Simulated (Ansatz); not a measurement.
This run works on a generated trial structure, not on a known crystal.

Input and command of a plane-wave DFT calculation in Ansatz:

```yaml
crystal:
  lattice:
    - [6.27496586, 0.0, 0.0]
    - [0.0, 6.27496586, 0.0]
    - [0.0, 0.0, 3.75901024]
  atoms:
    - { symbol: Ba, position: [0.5, 0.5, 0.5] }
    - { symbol: Pt, position: [0.37324823, 0.0, 0.5] }
    - { symbol: Pt, position: [0.62675177, 0.0, 0.5] }
    - { symbol: Pt, position: [0.0, 0.62675177, 0.5] }
    - { symbol: Pt, position: [0.0, 0.37324823, 0.5] }
    - { symbol: I, position: [0.0, 0.0, 0.5] }
basis:
  ecutwfc: 420
kpoints:
  mp_grid: { grid: [3, 3, 4] }
hamiltonian:
  xc: pbe
scf:
  occupations: { method: gaussian, width: 0.2 }
  lower_state_search: "off"
output:
  forces: true
  stress: true
  eigenvalues: true
relax:
  adjacent_minimum: "off"
  f_tol: 0.08
  max_steps: 16
  cell: { stress_tol: 0.8 }
```

```bash
ansatz run input.yaml --threads 1 --pin off --max-ram 2560MiB --backend cpu --events-out ev --progress --plain --runs-dir out
```

Processor: Arm Neoverse V2, 1 thread, on a host shared with other jobs.

**Question.** Estimate time, memory and problem size.

**Answer.** About 110 s, peak memory 0.46 GiB. It solves 60 bands at 9 k points (after reduction by symmetry) with about 3233 plane waves (on the last cell), in 128 SCF iterations over 15 ionic steps.
